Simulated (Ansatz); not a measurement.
Be₃N₂:
```
Be3N2
1.0
    1.41744     0.81836     4.86156
   -1.41744     0.81836     4.86156
    0.00000    -1.63671     4.86156
Be N
3 2
Direct
  0.14086   0.14086   0.14086
  0.68240   0.68240   0.68240
  0.91115   0.91115   0.91115
  0.79586   0.79586   0.79586
  0.29164   0.29164   0.29164
```

Tensor components refer to the Cartesian frame of this cell.

Problem. Give the proper piezoelectric stress tensor with relaxed ions from the program Ansatz at the r²SCAN level (PAW).

Solution. In C/m², rows x, y, z, Voigt columns; mesh uncertainty up to 0.00.
```
 0.00   0.00   0.00   0.00   0.54  -0.63
-0.63   0.63   0.00   0.54   0.00   0.00
 0.89   0.89  -2.08   0.00   0.00   0.00
```

The elastic tensor of the same run (GPa):

```
 475   134  88.6   2.5   0.0   0.0
 134   475  88.6  -2.5   0.0   0.0
88.6  88.6   425   0.0   0.0   0.0
 2.5  -2.5   0.0   164   0.0   0.0
 0.0   0.0   0.0   0.0   164   2.5
 0.0   0.0   0.0   0.0   2.5   170
```

Problem. Convert to strain constants d = e·S.

Solution. In pC/N:
```
 0.0   0.0   0.0   0.0   3.3  -3.7
-1.9   1.9   0.0   3.3   0.0   0.0
 2.3   2.3  -5.9   0.0   0.0   0.0
```

Space group R3m. The workflow started from a Materials Project entry (that database holds measured and hypothetical structures alike); the Crystallography Open Database copy checked does not list it. COD files the formula under space group No. 206. Its standing as an ambient phase is unchecked. The r²SCAN relaxation kept the symmetry of its start; its stability against distortions is not shown here. Signs of piezoelectric constants follow the polarity of the cell as given.

Potentials: the later of the program's two PAW sets.
